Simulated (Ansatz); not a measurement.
CF$_{4}$ in space group C2/c (No. 15; F on 8f, C on 4e, F on 8f), plane-wave PAW r²SCAN+D4 (Ansatz code). The conduction-band minimum lies at Γ, with 1 equivalent valley. Second derivatives d²E/dk² of the lowest band at one valley (eV·Å²), along Cartesian directions:

```json
[
 {"direction": "[100]", "d²E/dk²": "11.43"},
 {"direction": "[010]", "d²E/dk²": "11.34"},
 {"direction": "[001]", "d²E/dk²": "11.44"},
 {"direction": "[110]", "d²E/dk²": "11.38"},
 {"direction": "[101]", "d²E/dk²": "11.47"},
 {"direction": "[011]", "d²E/dk²": "11.39"}
]
```

**Question.** Find the principal effective masses, the density-of-states mass and the conductivity mass.

**Answer.** Off-diagonal terms follow from H_xy = H[110] − (H_xx + H_yy)/2, and m*/mₑ = 7.620 eV·Å² over each eigenvalue: 0.66, 0.67, 0.67. One valley's DOS mass (m₁m₂m₃)^(1/3) = 0.67, conductivity mass 3/(Σ 1/mᵢ) = 0.67 mₑ.

**Question.** What effective density of states Nc follows at 300 K for parabolic valleys?

**Answer.** Nc = 2.509e19 × 1 × (0.67)^(3/2) ≈ 1.4e19 cm⁻³.

The workflow started from an entry of the Crystallography Open Database (COD). The cell was relaxed with r²SCAN+D4 under the symmetry of its start; its stability against distortions is not shown here. The substance is a gas or liquid at ambient conditions.

Potentials: the later of the program's two PAW sets.

Edges and masses are those of Kohn–Sham bands, whose gap is no quasiparticle gap.
